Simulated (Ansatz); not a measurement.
## KGaSb, a known structure type with other elements, at an estimated volume

```yaml
crystal:
  lattice:
    - [2.12079, 3.67332, 0.00000]
    - [-2.12079, 3.67332, 0.00000]
    - [0.00000, 0.00000, 12.81349]
  atoms:
    - { symbol: K, position: [0.33330, 0.33340, 0.70180] }
    - { symbol: K, position: [0.66660, 0.66670, 0.20180] }
    - { symbol: Ga, position: [0.00000, 0.00000, 0.00000] }
    - { symbol: Ga, position: [0.00000, 0.00000, 0.50000] }
    - { symbol: Sb, position: [0.33330, 0.33340, 0.39230] }
    - { symbol: Sb, position: [0.66660, 0.66670, 0.89230] }
```

Level: PBE, no spin polarisation; 420 eV; 9×9×3 Γ-centred mesh; fermi-dirac occupations (width 0.1 eV); Ansatz 0.2.0, fixed geometry.

Task: Is the cell too large or too small?

Result: The pressure is 0.4 GPa (compression positive), so with the atoms held at these fractions the cell is close to zero pressure; the forces are large, so a full relaxation may end otherwise. The principal stresses -0.9, 1.0, 1.0 GPa differ, so its shape would change too.

Task: Give the Bader charges.

Result: Bader charges in e: K +0.71, Ga -0.06, Sb -0.64. In the mean K gives up most and Sb takes most.

Task: Is it stable against the elements?

Result: -0.14 eV an atom against the elements' usual phases (free molecules for gases, crystals otherwise, with no correction for O₂ or N₂), so it is bound against them; other compounds may still compete. Relaxing would lower it.

Task: Is there a gap?

Result: It is a metal, with about 5 states/eV a cell as the mean within 0.25 eV of the Fermi level, mostly Sb p (48 %) and Ga p (34 %).

Origin: a known structure type with other elements, at an estimated volume, so it need not be a known compound.
